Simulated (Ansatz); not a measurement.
RuFBr as a Janus 1T monolayer at its r2SCAN geometry, run in Ansatz at 2 levels of theory. The cell comes from a prototype generator: it can be a known phase or a hypothetical one. No magnetic order is allowed.

The HSE06+SOC input:
```yaml
crystal:
  lattice:
    - [3.5455365902, 0.0, 0.0]
    - [-1.7727682951, 3.0705247572, 0.0]
    - [0.0, 0.0, 29.3088474904]
  atoms:
    - { symbol: Ru, position: [0.0, 0.0, 0.3100824684] }
    - { symbol: F, position: [0.3333333333, 0.6666666667, 0.343655529] }
    - { symbol: Br, position: [0.6666666667, 0.3333333333, 0.2674855345] }
  periodic: [true, true, false]
kpoints:
  mp_grid: { grid: [6, 6, 1] }
  band_path:
    path:
      - [0.0, 0.0, 0.0]
      - [0.5, 0.0, 0.0]
      - [0.3333333333, 0.3333333333, 0.0]
      - [0.2666666667, 0.2666666667, 0.0]
    npoints: 1
hamiltonian:
  xc: hse06
scf:
  occupations: { method: fixed }
  n_extra_bands: 8
magnetization:
  noncollinear: true
  spin_orbit: true
output:
  eigenvalues: true
```

Main results, then, where recorded, the levels near the gap in eV from the Fermi energy (columns number the bands from 0), one row a point of the path (Γ, M, K, K–Γ (0.20)):
```
Crystal: 3 atoms, lattice volume = 319.075 Å³
Symmetry: 6 space group operations + 6 with time reversal
Magnetic group: BNS 156.50 (UNI 1280)
```
```
Basis set: ecut = 420 eV, 6163 PW (Γ)
Bands: 38, of which v1, the nominal top of the filled ones, is band 30 counted from 1 (29 counted from 0)
k-points: 7 of 36 (time reversal used)
Exchange kernel: α = 0.2500, screened, ω = 0.2079 Å⁻¹, Wigner–Seitz truncation, v(0) = 1046.1745 eV·Å³, q-mesh 6×6×1
hybrid outer 1: dexx = +1.034e-1 eV, tail = 3.54e-4 eV
hybrid outer 2: dexx = +5.040e-5 eV, tail = 2.32e-7 eV, Δε = 1.29e-2 eV
Free energy (F): -9471.154076 eV
Fermi energy:    -6.293938 eV
```
```tsv
band_24	band_25	band_26	band_27	band_28	band_29	band_30	band_31	band_32	band_33	band_34	band_35
-1.161	-1.161	-1.080	-1.080	-0.011	-0.011	3.970	3.970	3.972	3.972	4.597	4.597
-0.975	-0.975	-0.486	-0.486	-0.248	-0.248	3.357	3.357	3.841	3.841	7.053	7.053
-0.837	-0.771	-0.609	-0.440	-0.306	-0.001	2.733	2.846	3.989	4.088	8.316	8.318
-0.829	-0.762	-0.594	-0.442	-0.333	-0.045	2.855	2.949	3.801	3.895	7.680	7.694
```

With HSE06+SOC the gap is 2.73 eV and direct, at K.

r2SCAN0. Against the first input these blocks differ (the band path and keys that only write files left aside):
```yaml
hamiltonian:
  xc: r2scan0
scf:
  occupations: { method: fixed }
  n_extra_bands: 4
output:
  forces: true
  stress: true
  eigenvalues: true
```
(magnetization left out)

```
Basis set: ecut = 500 eV, 8159 PW (Γ)
Bands: 19, of which v1, the nominal top of the filled ones, is band 15 counted from 1 (14 counted from 0)
k-points: 7 of 36 (time reversal used)
Exchange kernel: α = 0.2500, full range, Wigner–Seitz truncation, v(0) = 17238.3860 eV·Å³, q-mesh 6×6×1
hybrid outer 1: dexx = +9.061e-2 eV, tail = 1.18e-4 eV
hybrid outer 2: dexx = +2.699e-6 eV, tail = 6.74e-8 eV, Δε = 2.10e-3 eV, ΔF = 6.24e-3 eV/Å
hybrid outer 3: dexx = +7.952e-9 eV, tail = 4.61e-9 eV, Δε = 1.36e-4 eV, ΔF = 2.66e-4 eV/Å
hybrid outer 4: dexx = +7.877e-11 eV, tail = 2.75e-10 eV, Δε = 4.76e-5 eV, ΔF = 1.55e-4 eV/Å
Free energy (F): -9490.443214 eV
Fermi energy:    -7.025343 eV
--- Forces (eV/Å), atoms counted from 1 ---
  atom   1  Ru      0.00000      0.00000      0.81273
  atom   2  F       0.00000      0.00000    -0.30332
  atom   3  Br      0.00000      0.00000    -0.50944
--- 2D stress c σ (N/m, compression-positive) ---
       -0.472400       0.000000       0.000000
        0.000000      -0.472400       0.000000
        0.000000       0.000000       0.000000
  P = ½ c Tr σ = -0.4724 N/m
```
```tsv
band_12	band_13	band_14	band_15	band_16	band_17
-1.086	-1.086	0.000	5.145	5.145	5.855
-0.914	-0.433	-0.320	4.579	5.040	8.324
-0.763	-0.522	-0.150	3.965	5.269	9.621
-0.735	-0.538	-0.184	4.086	5.069	8.992
```

r2SCAN0 gives an indirect gap of 3.97 eV, from Γ to K; the least direct gap is 4.11 eV at K. The mean stress, -0.5 N/m, is small, and the program warns that its thresholds are loose for a hybrid's stress.

Totals of different functionals, or with and without spin-orbit coupling, can't be compared.

Only the levels marked +SOC include spin-orbit coupling.

The meshes of the hybrids are coarse, so their gaps aren't converged to the digits shown.
